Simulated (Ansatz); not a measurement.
**Ti₂Te₂P: computed property card**

Ti$_{2}$Te$_{2}$P:
```
CELL_PARAMETERS angstrom
      1.82544     1.05392     9.95093
     -1.82544     1.05392     9.95093
      0.00000    -2.10784     9.95093
ATOMIC_POSITIONS crystal
  Ti 0.62227 0.62227 0.62227
  Ti 0.37773 0.37773 0.37773
  Te 0.22837 0.22837 0.22837
  Te 0.77163 0.77163 0.77163
  P  0.00000 0.00000 0.00000
```

Space group R-3m (No. 166); conventional cell a = b = 3.651 Å, c = 29.853 Å, α = β = 90.00°, γ = 120.00°.

Method: DFT-r²SCAN in the program Ansatz with PAW potentials. Geometry: relaxed at this level of theory. Other levels are named where they apply.

### Cell and energy

```json
{
 "volume_per_atom": "22.97 Å³",
 "density": "5.52 g/cm³",
 "Formation energy from the elements (no fitted shifts)": "-1.03 eV/atom"
}
```

### Electronic structure

```json
{
  "electronic_character": "metallic (no gap)",
  "Density of states at the Fermi level": "0.39 states/eV per atom (mean over ±0.08 eV)"
}
```

The workflow started from a Materials Project entry (that database holds measured and hypothetical structures alike); the Crystallography Open Database copy checked does not list it. Whether it is the stable phase at ambient conditions was not checked. Symmetry was held in the r²SCAN relaxation; its stability against distortions is not shown here. No spin polarisation was allowed. A crystal of weakly bound layers computed without a dispersion correction: the cell and the soft elastic constants depend strongly on that. With an odd number of electrons in the cell and no spin polarisation, the count alone makes it a metal. The references are the lowest solids computed at this level, not always the standard phases. Scalar-relativistic: spin–orbit coupling is off unless named, which matters more the heavier the elements.

Potentials: the earlier of the program's two PAW sets.
